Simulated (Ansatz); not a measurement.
GaMo2N:
```xyz
8
Lattice="2.8459 0.0000 0.0000 -1.4229 2.4646 0.0000 0.0000 0.0000 14.2474" Properties=species:S:1:pos:R:3 pbc="T T T"
Ga     0.0000     1.6431    10.6856
Ga     1.4229     0.8215     3.5619
Mo     0.0000     1.6431     1.3622
Mo     1.4229     0.8215     8.4859
Mo     1.4229     0.8215    12.8852
Mo     0.0000     1.6431     5.7615
N      0.0000     0.0000     0.0000
N      0.0000     0.0000     7.1237
```

Relaxed with PBEsol. Special points in fractions of this cell's reciprocal vectors: Γ (0.000, 0.000, 0.000); M (0.500, 0.000, 0.000); K (0.333, 0.333, 0.000); A (0.000, 0.000, 0.500); L (0.500, 0.000, 0.500); H (0.333, 0.333, 0.500).

**Question.** List the band energies nearest the Fermi level at these points for DFT-PBEsol in the program Ansatz with PAW potentials.

**Answer.** In eV from the Fermi level; about four levels below and three above (degenerate sets whole), none deeper than 8.9 eV; points with the same levels are listed once.

```csv
k,below,above
Γ,-1.56 -1.56 -0.49 -0.47,0.14 0.14 0.15 0.15
M,-2.72 -2.48 -1.56 -1.30,0.14 0.15 0.52
K,-2.35 -1.94 -0.33 -0.33,0.34 0.34 0.82
A,-1.58 -1.58 -1.58 -1.58 -0.48 -0.48,0.14 0.14 0.14 0.14
L,-2.59 -2.59 -1.45 -1.45,0.32 0.32 0.65 0.65
H,-2.15 -2.15 -0.36 -0.36,0.66 0.66 0.69 0.69
```

Space group P6_3/mmc. The start of the workflow was typed in or built on a structure type; neither database checked (COD, Materials Project) lists it. Whether it is the stable phase at ambient conditions was not checked. The cell was relaxed with PBEsol under the symmetry of its start; its stability against distortions is not shown here. The workflow began spin-polarised and lost its moments. Scalar-relativistic: spin–orbit coupling is off unless named, which matters more the heavier the elements.

Potentials: the earlier of the program's two PAW sets. The files were generated under PBE; for other functionals the program regenerates the frozen cores, and for LDA and PBEsol the local potential too.
